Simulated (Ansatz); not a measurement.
ZnF2:
```xyz
6
Lattice="4.7171 0.0000 0.0000 0.0000 4.7171 0.0000 0.0000 0.0000 3.1287" Properties=species:S:1:pos:R:3 pbc="T T T"
Zn     2.3586     2.3586     1.5643
Zn     0.0000     0.0000     0.0000
F      3.2839     3.2839     0.0000
F      1.4332     1.4332     0.0000
F      3.7918     0.9253     1.5643
F      0.9253     3.7918     1.5643
```

Relaxed with PBEsol. PBEsol in the plane-wave PAW code Ansatz gives a gap of 3.45 eV.

**Question.** What gap does HSE06 give on the same cell (Ansatz, PAW)?

**Answer.** 6.15 eV, 2.69 eV more. The hybrid was solved on a coarser mesh and at special points; its gap is the smallest among all of these.

```tsv
k	v1 PBEsol	c1 PBEsol	v1 HSE06	c1 HSE06
Γ	0.00	3.45	-0.04	6.15
Z	-1.21	8.24	…	…
M	-0.32	6.99	…	…
A	-0.81	8.06	…	…
R	-0.04	8.76	…	…
X	-0.38	6.06	-0.39	8.79
```

**Question.** Top valence (v1) and lowest conduction level (c1) in eV from each method's valence maximum (which need not be a listed point): supply the withheld HSE06 values.

**Answer.** 
- A, v1 HSE06: -0.85
- A, c1 HSE06: 11.06
- R, v1 HSE06: 0.00
- R, c1 HSE06: 11.79
- Z, v1 HSE06: -1.25
- Z, c1 HSE06: 11.16
- M, v1 HSE06: -0.34
- M, c1 HSE06: 9.84

Cost on shared cores: the PBEsol run (SCF on a 6×6×9 mesh, then bands and DOS) around 40 core-seconds (rough), the HSE06 run (SCF on 4×4×5, then a few points) roughly 2.5 core-minutes; the tasks are unlike.

Space group P4_2/mnm (rutile). Symmetry was held in the PBEsol relaxation.

Potentials: the later of the program's two PAW sets.
